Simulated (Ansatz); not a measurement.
**KCoF$_{3}$ (Pm-3m): electronic heat capacity from the density of states**

Method: Ansatz 0.2.0, DFT PBEsol, scalar-relativistic, plane waves, PAW.

Cutoff 420 eV; k points 10×10×10 on the computed 5-atom cell (Γ-centred); Gaussian smearing, width 0.10 eV; collinear spin from starting moments 0 2.8 0 0 0 μB.

Relaxed cell: Pm-3m, a = 4.031 Å, b = 4.031 Å, c = 4.031 Å, α = 90.00°, β = 90.00°, γ = 90.00°, 5 atoms in the primitive cell. Whether it is the stable form of this composition wasn't checked.

The density of states at the Fermi level is 5.315 states/eV in the cell of 5 atoms (1 formula unit; both spins, tetrahedra on a 15×15×15 mesh). The run ends with a moment of 3.00 μB a cell (largest on a site 2.55 μB), and the figure is for this state; a paramagnetic sample can have a quite different one. Another magnetic order, if the compound takes it, can change N(E_F) and the shape of the cell a good deal, and may open a gap, where γ is close to zero.

**Question.** What Sommerfeld coefficient does this give?

**Answer.** Per formula unit N(E_F) = 5.315 states/eV. γ = (π²/3) k_B² N(E_F) N_A = 2.357 mJ/(mol K²) per state/eV, so γ = 12.5 mJ/(mol K²), a mole of formula units. This is the bare band result: a measured γ of the same phase and magnetic order is as a rule larger by a factor 1 + λ from phonons and spin fluctuations. N(E_F) at one energy is sensitive to the mesh where the density of states has sharp peaks.

The cell holds one magnetic atom, so it can only be ferromagnetic; an antiferromagnetic order may lie lower.

Only this magnetic start was tried.

Cost: 1 run of about 1.4 core-minutes, on Arm Neoverse V1 (shared hosts).